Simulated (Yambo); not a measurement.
Yambo run on Be₃N₂ (space group P6_3/mmc, No. 194). The wavefunctions are norm-conserving PBEsol (Quantum ESPRESSO, 88 Ry, scalar-relativistic) ones on a 6×6×2 mesh (22 occupied bands); a = b = 2.8417 Å, c = 9.7468 Å, α = β = 90.00°, γ = 120.00°.

Yambo input:

```
rim_cut
HF_and_locXC
RandQpts= 1000000
RandGvec= 1 Ry
EXXRLvcs= 88 Ry
VXCRLvcs= 352 Ry
% QPkrange
 1 | 1 | 22 | 23 |
 2 | 2 | 22 | 23 |
 7 | 7 | 22 | 23 |
 8 | 8 | 22 | 23 |
 13 | 13 | 22 | 23 |
 14 | 14 | 22 | 23 |
%
```

k points by index: 1 = Γ, 2 = A, 7 = M, 8 = L, 13 = K, 14 = H.

Resulting energies as the program prints them:

```
#    K-point    Band    Eo [eV]    Ehf [eV]    Vxc [eV]    Vnlxc [eV]
#
    1    22    0.000000    -3.944636    -17.57210    -21.51673
    1    23    6.088120    11.57962    -13.76963    -8.278126
    2    22    -0.190586    -4.208392    -17.39497    -21.41277
    2    23    6.741221    12.57010    -14.31953    -8.490653
    7    22    -1.397574    -5.774672    -16.78647    -21.16357
    7    23    3.247930    7.962116    -11.36364    -6.649458
    8    22    -1.737560    -6.234568    -16.49860    -20.99561
    8    23    4.414210    9.279866    -12.23128    -7.365620
    13    22    -0.582163    -4.527914    -17.09200    -21.03775
    13    23    5.247875    10.66221    -11.62963    -6.215290
    14    22    -1.662417    -5.818524    -16.06785    -20.22396
    14    23    5.936658    11.21543    -11.41739    -6.138619
```
Exchange alone, without screening.

Geometry of the Materials Project entry, not relaxed at this level.

The structure is a Materials Project entry; no match was found in the copy of COD used, and its stability was not checked.
